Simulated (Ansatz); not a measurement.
GaN:
```yaml
crystal:
  lattice:
    - [5.47020, 0.00000, 0.00000]
    - [0.00000, 5.47020, 0.00000]
    - [0.00000, 0.00000, 3.18311]
  atoms:
    - { symbol: Ga, position: [0.32061, 0.67939, 0.00000] }
    - { symbol: Ga, position: [0.67939, 0.32061, 0.00000] }
    - { symbol: Ga, position: [0.82061, 0.82061, 0.50000] }
    - { symbol: Ga, position: [0.17939, 0.17939, 0.50000] }
    - { symbol: N, position: [0.31751, 0.31751, 0.00000] }
    - { symbol: N, position: [0.68249, 0.68249, 0.00000] }
    - { symbol: N, position: [0.18249, 0.81751, 0.50000] }
    - { symbol: N, position: [0.81751, 0.18249, 0.50000] }
```

Relaxed with PBEsol.

Give the optical modes at the zone centre with their infrared activity from DFPT, plane-wave PAW PBEsol (Ansatz code).

Transverse frequencies, without the LO–TO term; a row sums one degenerate level.

```tsv
ω (cm⁻¹)	degeneracy	IR ((D/Å)²/amu)	activity	symmetry
77	1	0.00	IR-inactive	B1g
125	2	0.00	IR-inactive	Eg
190	1	0.00	IR-inactive	B1u
219	1	0.00	IR-inactive	A2g
229	1	0.00	IR-inactive	A1g
281	2	0.79	IR	Eu
346	1	0.00	IR-inactive	B2g
386	1	0.00	IR-inactive	B1g
484	2	85.44	IR	Eu
572	1	0.00	IR-inactive	A2g
602	2	0.00	IR-inactive	Eg
606	1	53.14	IR	A2u
626	2	26.70	IR	Eu
645	1	0.00	IR-inactive	B1u
657	1	0.00	IR-inactive	A1g
730	1	0.00	IR-inactive	B2g
```

How high does the top mode go among those that the LO–TO term moves?

721 cm⁻¹ for q along x, 721 cm⁻¹ for q along y, 759 cm⁻¹ for q along z.

Space group P4_2/mnm. The start of the workflow was typed in or built on a structure type; neither database checked (COD, Materials Project) lists it. It is not the phase usual at ambient conditions (space group No. 186, 216). The PBEsol relaxation kept the symmetry of its start; phonons on a q-mesh show no instability.

Potentials: the later of the program's two PAW sets.
